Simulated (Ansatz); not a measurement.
MgTe:
```
MgTe
1.0
    4.60877     0.00000     0.00000
   -2.30439     3.99132     0.00000
    0.00000     0.00000     7.49918
Mg Te
2 2
Direct
  0.66667   0.33333   0.00084
  0.33333   0.66667   0.50084
  0.66667   0.33333   0.62436
  0.33333   0.66667   0.12436
```

Relaxed with PBE.

Question: Give the Bader charges and basin volumes of the independent atoms, PBE (plane waves, PAW; program Ansatz).

Answer: 

```csv
atom,Bader charge (e),Bader volume (Å³)
Mg1,+1.54,8.5
Te3,-1.54,60.1
```

Space group P6_3mc (wurtzite). The PBE relaxation kept the symmetry of its start. Spin–orbit coupling is left out wherever it is not named.

Potentials: the later of the program's two PAW sets.
